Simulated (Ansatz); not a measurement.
LiH (rock salt) is sheared across one {110} plane: the third cell vector gains the shift, so faults repeat every 4.2 Å. The cut lies between planes 1.42 Å apart; the cell height is held.

```xyz
6
Lattice="2.8323 0.0000 0.0000 0.0000 4.0054 0.0000 1.4161 2.0027 4.2484" Properties=species:S:1:pos:R:3 pbc="T T T"
Li     1.1801     1.6689     3.5403
Li     1.1801     1.6689     0.7081
Li     2.5963     3.6717     2.1242
H      1.1801     3.6717     3.5403
H      1.1801     3.6717     0.7081
H      2.5963     1.6689     2.1242
```

In-plane vectors a = (2.832, 0.000) Å, b = (0.000, 4.005) Å, area 11.34 Å². The shift is s times the vector a (length 2.832 Å), so s = 1 restores the start. Atoms relax along the normal only. γ = [E(shift) − E(0)] / area.

Method: r2SCAN (plane waves to 500 eV, PAW, scalar-relativistic; Ansatz, a quantum-chemistry and plane-wave program). k mesh 10×10×10 (Γ-centred), Fermi-Dirac smearing 0.05 eV. E is the zero-smearing estimate. Faults lie only 4.2 Å apart, and holding the cell height raises γ above its relaxed value. LiH was relaxed with its symmetry unable to fall. The zero of γ is zero shift.

| s | γ (mJ/m²) |
|---|---|
| 0.000 | 0 |
| 0.083 | 57 |
| 0.167 | 182 |
| 0.250 | 312 |
| 0.333 | 416 |
| 0.417 | 481 |
| 0.500 | 503 |
| 0.583 | 481 |
| 0.667 | 416 |
| 0.750 | 312 |
| 0.833 | 182 |
| 0.917 | 57 |

Q: Does γ have a local minimum between the ends of the line, and at which s?

A: No computed point is one.

Q: By a periodic cubic spline through the points, what shear stress does the steepest rise of γ from s = 0 correspond to?

A: 5.7 GPa. A slope of 1 mJ/m² per Å is 0.01 GPa.

(The slope of γ gives the shear force per area between the displaced halves; near zero shift its curvature is an elastic stiffness.)
